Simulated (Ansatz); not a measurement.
Sn2GeTe3:
```xyz
6
Lattice="4.3515 0.0000 0.0000 -2.1757 3.7685 0.0000 0.0000 0.0000 10.6864" Properties=species:S:1:pos:R:3 pbc="T T T"
Sn     0.0000     2.5123     8.8226
Sn     2.1757     1.2562     1.8638
Ge     0.0000     0.0000     5.3432
Te     0.0000     2.5123     3.7315
Te     2.1757     1.2562     6.9550
Te     0.0000     0.0000     0.0000
```

Relaxed with PBEsol. PBEsol in the plane-wave PAW code Ansatz gives no gap.

Problem. What gap does HSE06 give on the same cell (Ansatz, PAW)?

Solution. 0.22 eV. The hybrid was solved on a coarser mesh and at special points; its gap is the smallest among all of these. On such a mesh it can open a false gap in a semimetal.

| k | v1 PBEsol | c1 PBEsol | v1 HSE06 | c1 HSE06 |
|---|---|---|---|---|
| Γ | -0.37 | 0.69 | (withheld) | (withheld) |
| A | 0.00 | 0.05 | 0.00 | 0.22 |
| K | -2.29 | 2.18 | (withheld) | (withheld) |
| H | -0.80 | 0.53 | (withheld) | (withheld) |
| M | -1.75 | 1.56 | (withheld) | (withheld) |
| L | -0.02 | 0.00 | -0.09 | 0.22 |

Problem. Top valence (v1) and lowest conduction level (c1) in eV from each method's valence maximum (which need not be a listed point): supply the withheld HSE06 values.

Solution. 
- Γ, v1 HSE06: -0.36
- Γ, c1 HSE06: 0.84
- H, v1 HSE06: -1.06
- H, c1 HSE06: 0.71
- M, v1 HSE06: -1.99
- M, c1 HSE06: 1.76
- K, v1 HSE06: -2.61
- K, c1 HSE06: 2.45

Cost on shared cores: the PBEsol run (SCF on a 11×11×4 mesh, then bands and DOS) very roughly 3.0 core-minutes, the HSE06 run (SCF on 4×4×2, then a few points) around 4 core-minutes (rough); the tasks are unlike.

Space group P-3m1. The workflow started from a Materials Project entry (that database holds measured and hypothetical structures alike); the Crystallography Open Database copy checked does not list it. Whether it is the stable phase at ambient conditions was not checked. The cell was relaxed with PBEsol under the symmetry of its start; of distortions, only those at the zone centre were tested, and some modes there are weakly imaginary. Spin–orbit coupling is left out wherever it is not named.

Potentials: the later of the program's two PAW sets.
